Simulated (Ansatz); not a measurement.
LaScO$_{3}$:
```yaml
crystal:
  lattice:
    - [5.83529, 0.00000, 0.00000]
    - [0.00000, 8.14342, 0.00000]
    - [0.00000, 0.00000, 5.69791]
  atoms:
    - { symbol: La, position: [0.95425, 0.25000, 0.01184] }
    - { symbol: La, position: [0.04575, 0.75000, 0.98816] }
    - { symbol: La, position: [0.54575, 0.75000, 0.51184] }
    - { symbol: La, position: [0.45425, 0.25000, 0.48816] }
    - { symbol: O, position: [0.29667, 0.94616, 0.70352] }
    - { symbol: O, position: [0.70333, 0.44616, 0.29648] }
    - { symbol: O, position: [0.20333, 0.05384, 0.20352] }
    - { symbol: O, position: [0.79667, 0.55384, 0.79648] }
    - { symbol: O, position: [0.70333, 0.05384, 0.29648] }
    - { symbol: O, position: [0.29667, 0.55384, 0.70352] }
    - { symbol: O, position: [0.79667, 0.94616, 0.79648] }
    - { symbol: O, position: [0.20333, 0.44616, 0.20352] }
    - { symbol: Sc, position: [0.50000, 0.00000, 0.00000] }
    - { symbol: Sc, position: [0.50000, 0.50000, 0.00000] }
    - { symbol: Sc, position: [0.00000, 0.00000, 0.50000] }
    - { symbol: Sc, position: [0.00000, 0.50000, 0.50000] }
    - { symbol: O, position: [0.53504, 0.25000, 0.89888] }
    - { symbol: O, position: [0.46496, 0.75000, 0.10112] }
    - { symbol: O, position: [0.96496, 0.75000, 0.39888] }
    - { symbol: O, position: [0.03504, 0.25000, 0.60112] }
```

Relaxed with PBE. Special points in fractions of this cell's reciprocal vectors: Γ (0.000, 0.000, 0.000); X (0.500, 0.000, 0.000); S (0.500, 0.500, 0.000); Y (0.000, 0.500, 0.000); Z (0.000, 0.000, 0.500); U (0.500, 0.000, 0.500); R (0.500, 0.500, 0.500); T (0.000, 0.500, 0.500).

### Question
List the band energies nearest the valence-band maximum at these points for plane-wave PAW PBE with spin–orbit coupling (Ansatz code).

### Answer
In eV from the valence-band maximum; about four levels below and three above (degenerate sets whole), none deeper than 8.9 eV; points with the same levels are listed once.

| k | below | above |
|---|---|---|
| Γ | -0.04 -0.04 0.00 0.00 | 3.90 3.90 4.19 4.19 |
| X | -0.10 -0.10 -0.10 -0.10 | 4.43 4.43 4.43 4.43 |
| S | -0.25 -0.25 -0.25 -0.25 -0.24 -0.24 -0.24 -0.24 | 4.53 4.53 4.53 4.53 |
| Y | -0.18 -0.18 -0.18 -0.18 | 4.20 4.20 4.20 4.20 |
| Z | -0.12 -0.12 -0.12 -0.12 | 4.33 4.33 4.33 4.33 |
| U | -0.26 -0.26 -0.26 -0.26 | 4.16 4.16 4.16 4.16 |
| R | -0.25 -0.25 -0.25 -0.25 | 4.38 4.38 4.38 4.38 |
| T | -0.16 -0.16 -0.16 -0.16 | 4.44 4.44 4.44 4.44 |

Space group Pnma. Symmetry was held in the PBE relaxation. The run is not spin-polarised.

Potentials: the later of the program's two PAW sets.
